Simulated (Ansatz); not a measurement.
Se (trigonal Se type), relaxed and computed with several functionals in Ansatz (plane waves, PAW).

| functional | a (Å) | c (Å) | V (Å³/atom) | gap (eV) |
|---|---|---|---|---|
| PBE+D3(BJ) | 4.065 | 5.131 | 24.47 | 0.46 |
| PBE | 4.524 | 5.044 | 29.80 | 1.03 |
| PBEsol | 4.037 | 5.123 | 24.10 | 0.39 |
| r²SCAN+D4 | 4.360 | 5.013 | 27.51 | 1.17 |
| r²SCAN | 4.507 | 4.989 | 29.25 | 1.33 |

Weakly bound layers, chains or molecules computed without a dispersion correction, so cells and soft constants are ill determined: Se, trigonal Se type with PBE; Se, trigonal Se type with PBEsol; Se, trigonal Se type with r²SCAN. All cells were relaxed under the symmetry of their starts (and spin orders); stability against distortions was not tested throughout. Scalar-relativistic: spin–orbit coupling is off unless named, which matters more the heavier the elements.

Potentials: the earlier of the program's two PAW sets. The files were generated under PBE; for other functionals the program regenerates the frozen cores, and for LDA and PBEsol the local potential too.

Ansatz (a quantum-chemistry and plane-wave program) is a plane-wave DFT program.
